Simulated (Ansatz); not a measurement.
Ca: energy along a strain

Ca, Im-3m, a = 4.480 Å (as given, not relaxed at this level: -1.5 GPa). This isn't the element's structure at ambient conditions. Ansatz: PBEsol, PAW, 420 eV, Γ-centred 16×16×16 mesh on 1 atom, Gaussian smearing 0.15 eV; no spin polarisation. Cell vectors (Å): -2.240 2.240 2.240; 2.240 -2.240 2.240; 2.240 2.240 -2.240. The cell is strained by x per cent times the pattern (1 -1 0 0 0 0) in the order xx yy zz yz xz xy (engineering shears), with fractional coordinates held. y is the free energy over the start, V0 = 44.958 Å³/atom. Symmetry makes y even in x. Points with a strain past 8.5 % were computed too (4) and aren't used here.

| x (%) | y (meV/atom) |
| --- | --- |
| -7.50 | -2.03 |
| 0.00 | 0.00 |
| 1.87 | -0.27 |
| 3.75 | -0.96 |
| 5.62 | ? |

Problem. Fit y = c2 x² + c4 x⁴ to the other rows, get the stiffness along the pattern, and predict the missing energy.

Solution. Least squares on the rows shown. y = −0.07908 x² + 0.0007642 x⁴. The clamped-ion stiffness p·C·p = 2 × -0.7908 eV × 160.2 / 44.958 Å³ = -5.6 GPa (second derivative at the start, which stands under stress). At x = 5.62 the fit asked for gives -1.74 meV/atom. The run gave -1.73 meV/atom, so the fit is 0.01 meV/atom too low, a small miss on the scale of the series.